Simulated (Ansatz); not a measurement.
YCu (CsCl type, Pm-3m), r²SCAN (plane waves, PAW; program Ansatz), all energies at zero smearing, with the estimated change up to a 700 eV cutoff added, with one set of potentials and settings (totals compare only within such a set). Cell of 2 atoms (1 Y, 1 Cu): -10491.438 eV.

```
element                reference phase  E (eV/atom)
-------  -----------------------------  -----------
Y        P6_3/mmc, 2 atoms in the cell   -3859.7073
Cu          Fm-3m, 1 atoms in the cell   -6631.2396
```

Formation energy per atom, worked out: (-10491.438 − 1×(-3859.7073) − 1×(-6631.2396))/2 = -0.245 eV/atom (-24 kJ per mol of atoms), at 0 K, without zero-point energy or fitted corrections.

The workflow started from a Materials Project entry (that database holds measured and hypothetical structures alike); the Crystallography Open Database copy checked does not list it. With Y and Cu taken as one species the cell has the higher symmetry Im-3m, so it may be an ordered model of a mixed-site phase. Whether it is the stable phase at ambient conditions was not checked. Symmetry was held in the r²SCAN relaxation; of distortions, only those at the zone centre were tested. No spin polarisation was allowed. The references are the lowest solids computed at this level, not always the standard phases.

Potentials: the later of the program's two PAW sets.
